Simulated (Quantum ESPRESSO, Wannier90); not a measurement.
**Wannierisation of Pt (fcc (Cu type))**

Structure: Materials Project mp-126, symmetrised, not relaxed again. This is the element's usual structure. Level: PBEsol, spinors with spin-orbit coupling; pw.x of Quantum ESPRESSO at 68 Ry with PseudoDojo potentials, 10×10×10 k-points, Wannier90. Density: 18×18×18 mesh, cold smearing 0.01 Ry.

```
begin unit_cell_cart
ang
    0.0000000000    1.9715750000    1.9715750000
    1.9715750000    0.0000000000    1.9715750000
    1.9715750000    1.9715750000    0.0000000000
end unit_cell_cart
mp_grid = 10 10 10
```

Question: Which shells of neighbouring k-points and which b-vectors and weights does Wannier90 pick for this cell and mesh?

Answer: 
```
 *---------------------------------- K-MESH ----------------------------------*
 +----------------------------------------------------------------------------+
 |                    Distance to Nearest-Neighbour Shells                    |
 |                    ------------------------------------                    |
 |          Shell             Distance (Ang^-1)          Multiplicity         |
 |          -----             -----------------          ------------         |
 |             1                   0.275992                      8            |
 |             2                   0.318689                      6            |
 |             3                   0.450694                     12            |
 |             4                   0.528485                     24            |
 |             5                   0.551985                      8            |
 |             6                   0.637377                      6            |
 |             7                   0.694566                     24            |
 |             8                   0.712609                     24            |
       ... (lines left out)
 +----------------------------------------------------------------------------+
 | The b-vectors are chosen automatically                                     |
 | The following shells are used:                       1                     |
 +----------------------------------------------------------------------------+
 |                        Shell   # Nearest-Neighbours                        |
 |                        -----   --------------------                        |
 |                          1               8                                 |
 +----------------------------------------------------------------------------+
 | Completeness relation is fully satisfied [Eq. (B1), PRB 56, 12847 (1997)]  |
 +----------------------------------------------------------------------------+
 |                  b_k Vectors (Ang^-1) and Weights (Ang^2)                  |
 |                  ----------------------------------------                  |
 |            No.         b_k(x)      b_k(y)      b_k(z)        w_b           |
 |            ---        --------------------------------     --------        |
 |             1         0.159344    0.159344   -0.159344     4.923080        |
 |             2         0.159344   -0.159344    0.159344     4.923080        |
 |             3        -0.159344    0.159344    0.159344     4.923080        |
 |             4         0.159344    0.159344    0.159344     4.923080        |
 |             5        -0.159344   -0.159344    0.159344     4.923080        |
 |             6        -0.159344    0.159344   -0.159344     4.923080        |
 |             7         0.159344   -0.159344   -0.159344     4.923080        |
 |             8        -0.159344   -0.159344   -0.159344     4.923080        |
```
